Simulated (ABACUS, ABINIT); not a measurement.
This is a calculation of WAu for ABACUS 3.10.1. Atoms were shifted at random by some hundredths of an Å from the given cell, which wasn't relaxed again for these runs. The cell comes from a database or a generator and needn't be the stable form of this composition.

Contents of INPUT:

```
INPUT_PARAMETERS
suffix              WAu
calculation         scf
basis_type          pw
pseudo_dir          ./
symmetry            1
dft_functional      pbe
ecutwfc             76
pseudo_rcut         7
nspin               1
nbands              21
ks_solver           dav
smearing_method     fd
smearing_sigma      0.00367493
scf_thr             1e-08
scf_nmax            100
mixing_type         broyden
mixing_beta         0.7
cal_force           1
cal_stress          1
kpar                4
```

The input STRU:

```
ATOMIC_SPECIES
W 183.8400 W.upf
Au 196.9666 Au.upf

LATTICE_CONSTANT
1.8897261246

LATTICE_VECTORS
0.0000000000 2.7479792600 2.7479792600
2.7479792600 0.0000000000 2.7479792600
2.7479792600 2.7479792600 0.0000000000

ATOMIC_POSITIONS
Direct

W
0.0
1
0.0038740000 -0.0029770000 -0.0070910000 1 1 1

Au
0.0
1
0.7383630000 0.7513000000 0.7580640000 1 1 1
```

KPT

```
K_POINTS
0
Gamma
8 8 8 0 0 0
```

Potentials or basis: PseudoDojo NC SR 0.4.1 PBE standard, plane waves.

Launch:

```console
$ OMP_NUM_THREADS=1 mpirun -np 4 abacus > log
```

Translate it to ABINIT 10.8.3 (patched build). Potentials or basis there: JTH PAW PBE v2.0, cutoff 544 eV.

As run (cutoffs and basis follow the program's own potentials, and thresholds, step limits or extra output files can differ):

The input run.abi:

```
pp_dirpath "./"
pseudos "W.GGA_PBE-JTH.xml, Au.GGA_PBE-JTH.xml"

acell 3*1.0 Angstrom
rprim
     0.0000000000     2.7479792600     2.7479792600
     2.7479792600     0.0000000000     2.7479792600
     2.7479792600     2.7479792600     0.0000000000
ntypat 2
znucl 74 79
natom 2
typat 1 2
xred
     0.0038740000    -0.0029770000    -0.0070910000
     0.7383630000     0.7513000000     0.7580640000
chkprim 0
chksymtnons 0
tolsym 1.0e-6

ecut 20.0
pawecutdg 40.0
pawxcdev 0
pawovlp 30

kptopt 1
ngkpt 8 8 8
nshiftk 1
shiftk 0.0 0.0 0.0

ixc 11

nband 17
occopt 3
tsmear 0.00183747

nstep 100
tolvrs 1.0e-9

iomode 3
prtwf 0
prtden 0
prteig 0
prtebands 0
enunit 1
```

Potentials or basis: JTH PAW PBE v2.0.

The run is started by

```sh
$ abinit run.abi > log 2>&1
```

Both were run:

|  | ABACUS | ABINIT |
| --- | --- | --- |
| Pressure | 33.0 GPa | 33.9 GPa |
| Largest force | 1.334 eV/Å | 1.418 eV/Å |
| Energy over the undisturbed cell | 20.6 meV/atom | 21.8 meV/atom |

The potentials hold 33 and 25 valence electrons a cell.

The cell lies far from this level's equilibrium.

Pressure is positive in compression.
